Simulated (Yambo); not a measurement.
Yambo run on TiO₂ (anatase, space group I4_1/amd, No. 141). The wavefunctions are PBEsol (pw.x of Quantum ESPRESSO, ONCV potentials, scalar-relativistic) ones on a 4×4×4 mesh (24 occupied bands); a = b = c = 5.501 Å, α = β = 139.79°, γ = 58.18°.

Yambo input:

```
rim_cut
gw0
dyson
el_el_corr
HF_and_locXC
ppa
em1d
RandQpts= 1000000
RandGvec= 1 Ry
EXXRLvcs= 84 Ry
VXCRLvcs= 336 Ry
Chimod= "HARTREE"
% BndsRnXp
 3 | 69 |
%
NGsBlkXp= 8 Ry
% LongDrXp
 1.0 | 1.0 | 1.0 |
%
PPAPntXp= 27.2114 eV
% GbndRnge
 1 | 137 |
%
GTermKind= "BG"
DysSolver= "n"
ExtendOut
% QPkrange
 1 | 1 | 25 | 25 |
 3 | 3 | 24 | 24 |
 9 | 9 | 24 | 25 |
%
```

k points by index: 1 = Γ, 3 = X, 9 = (0.25, 0.25, -0.25).

The o-*.qp file then holds:

```
#    K-point    Band    Eo [eV]    E [eV]    E-Eo [eV]    Vxc [eV]    Vnlxc [eV]    Sc|Eo [eV]    Sc|E [eV]    dSc/dw|Eo [eV]    Re(Z)    Im(Z)
#
    1    25    2.168910    3.543715    1.374805    -19.25060    -11.86535    -5.614237    -6.010447    -7.841265    0.776298    -0.001399
    3    24    0.000000    -0.169969    -0.169969    -19.80291    -24.73972    4.711077    4.766840    -8.919563    0.753129    -0.001623
    9    24    -0.180235    -0.359352    -0.179117    -20.00725    -24.88251    4.637980    4.696135    -8.827527    0.755052    -0.001606
    9    25    2.269557    3.660589    1.391032    -19.39062    -11.88868    -5.706684    -6.110911    -7.906600    0.774854    -0.001413
```
(The two width columns are left out.) Convergence of these settings isn't established.

Geometry of the Materials Project entry, not relaxed at this level.
